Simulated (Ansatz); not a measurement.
PtS:
```cif
data_Pt2S2
_chemical_formula_sum 'Pt2 S2'
_space_group_name_H-M_alt 'P42/mmc'
_space_group_IT_number 131
_space_group_name_Hall '-P 4c 2'
_cell_length_a 3.49561
_cell_length_b 3.49561
_cell_length_c 6.11118
_cell_angle_alpha 90.000
_cell_angle_beta 90.000
_cell_angle_gamma 90.000
loop_
_atom_site_label
_atom_site_type_symbol
_atom_site_symmetry_multiplicity
_atom_site_Wyckoff_symbol
_atom_site_fract_x
_atom_site_fract_y
_atom_site_fract_z
_atom_site_occupancy
Pt1 Pt 2 c 0.00000 0.50000 0.00000 1
S1 S 2 e 0.00000 0.00000 0.25000 1
```

Relaxed with r²SCAN. Plane-wave PAW r²SCAN (Ansatz code) gives a gap of 0.79 eV.

Question: What gap does HSE06 give on the same cell (Ansatz, PAW)?

Answer: 1.76 eV, 0.97 eV more. The hybrid was solved on a coarser mesh and at special points; the gap given is the minimum over both.

| k | v1 r²SCAN | c1 r²SCAN | v1 HSE06 | c1 HSE06 |
|---|---|---|---|---|
| Γ | -1.41 | 3.77 | -1.14 | 4.73 |
| Z | -0.27 | 1.79 | ? | ? |
| M | 0.00 | 0.79 | 0.00 | 1.76 |
| A | -0.21 | 2.06 | ? | ? |
| R | -0.51 | 2.46 | ? | ? |
| X | -0.28 | 1.71 | ? | ? |

Question: Top valence (v1) and lowest conduction level (c1) in eV from each method's valence maximum (which need not be a listed point): supply the withheld HSE06 values.

Answer: 
- Z, v1 HSE06: -0.25
- Z, c1 HSE06: 2.67
- X, v1 HSE06: -0.20
- X, c1 HSE06: 2.43
- A, v1 HSE06: -0.25
- A, c1 HSE06: 3.03
- R, v1 HSE06: -0.57
- R, c1 HSE06: 3.44

Cost on shared cores: the r²SCAN run (SCF on a 8×8×5 mesh, then bands and DOS) roughly 60 core-seconds, the HSE06 run (SCF on 6×6×4, then a few points) around 3 core-minutes (rough); the tasks are unlike.

Space group P4_2/mmc. The workflow started from a Materials Project entry (that database holds measured and hypothetical structures alike); the Crystallography Open Database files this formula in space group No. 131, but the cells were not matched. Its standing as an ambient phase is unchecked. Symmetry was held in the r²SCAN relaxation; its stability against distortions is not shown here. The run is not spin-polarised. Scalar-relativistic: spin–orbit coupling is off unless named, which matters more the heavier the elements.

Potentials: the later of the program's two PAW sets.
